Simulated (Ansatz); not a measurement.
Polymorphs of CsSnI$_{3}$, each relaxed with LDA in the plane-wave PAW code Ansatz:

A: Pnma
a = 10.122 Å, b = 4.609 Å, c = 17.184 Å, α = 90.00°, β = 90.00°, γ = 90.00°

| atom | site | symmetry | x | y | z |
|---|---|---|---|---|---|
| Cs | 4c | .m. | 0.0849 | 0.2500 | 0.3293 |
| I | 4c | .m. | 0.4653 | 0.2500 | 0.3829 |
| I | 4c | .m. | 0.3399 | 0.2500 | 0.0003 |
| I | 4c | .m. | 0.2007 | 0.2500 | 0.7125 |
| Sn | 4c | .m. | 0.1577 | 0.7500 | 0.0607 |

B: P4/mbm
a = 8.3678 Å, b = 8.3678 Å, c = 6.1305 Å, α = 90.00°, β = 90.00°, γ = 90.00°

```
atom  site  symmetry       x       y       z
----  ----  --------  ------  ------  ------
Cs      2d      m.mm  0.0000  0.5000  0.0000
Sn      2b     4/m..  0.5000  0.5000  0.5000
I       4h      m.2m  0.1882  0.3118  0.5000
I       2a     4/m..  0.0000  0.0000  0.0000
```

Problem. Rank these by energy per atom at 0 K (lowest first), as LDA gives it.

Solution. A (+0 meV/atom), B (+19 meV/atom)

Problem. Give each one's gap.

Solution. A 1.84 eV; B 0.14 eV.

Not the usual ambient phase: B. All cells were relaxed under the symmetry of their starts (and spin orders); stability against distortions was not tested throughout. Scalar-relativistic: spin–orbit coupling is off unless named, which matters more the heavier the elements.

Energies hold the estimated change up to a 700 eV cutoff; steps of a few meV lie near the error of the meshes.

Potentials: the later of the program's two PAW sets.
